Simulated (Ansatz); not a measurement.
## Optical constants of KRb

The calculation used Ansatz 0.2.0, DFT PBEsol, scalar-relativistic, plane waves, PAW. Settings: 420 eV plane-wave cutoff, Γ-centred 10×10×6 mesh, Fermi-Dirac smearing of 0.15 eV. No spin polarisation.

Relaxed structure:
```
CELL_PARAMETERS angstrom
4.82564 0.00000 0.00000
0.00000 4.82564 0.00000
0.00000 0.00000 6.80938
ATOMIC_POSITIONS crystal
K 0.00000 0.00000 0.00000
Rb 0.50000 0.50000 0.50000
```

The cell was built by swapping an element in a database structure (itself possibly hypothetical) and relaxing; it need not be the stable form of this composition. In a metal these results depend on the k mesh and the smearing.

Independent-particle response (no local fields, no excitons) on a 14×14×10 mesh, broadened by 0.1 eV; the Drude term is undamped and its weight carries the smearing above, which sets much of it in a semimetal. The run couldn't bound its error over part or most of this range, so small peaks and near ties are unsure. Light polarised along x. ε₁ lacks the small share of bands above those solved.

Q: Tabulate n, κ, the reflectivity and the absorption coefficient against photon energy.

A:
```
E (eV) n      κ     R  α (10⁵ cm⁻¹)
   0.1  0.74  37.82  1.00          3.83
   0.4  0.31   9.72  0.99          3.94
   0.7  0.14   5.57  0.98          3.95
   1.0  0.10   3.82  0.98          3.87
   1.3  0.09   2.85  0.96          3.75
   1.6  0.09   2.22  0.94          3.60
   1.9  0.10   1.78  0.91          3.42
   2.2  0.12   1.44  0.86          3.22
   2.5  0.13   1.18  0.81          2.99
   2.8  0.13   0.96  0.76          2.71
   3.1  0.14   0.74  0.71          2.34
   3.4  0.15   0.52  0.62          1.79
   3.7  0.24   0.27  0.40          1.02
   4.0  0.42   0.14  0.18          0.58
   4.3  0.56   0.09  0.08          0.37
   4.6  0.66   0.07  0.04          0.31
   4.9  0.74   0.06  0.02          0.31
```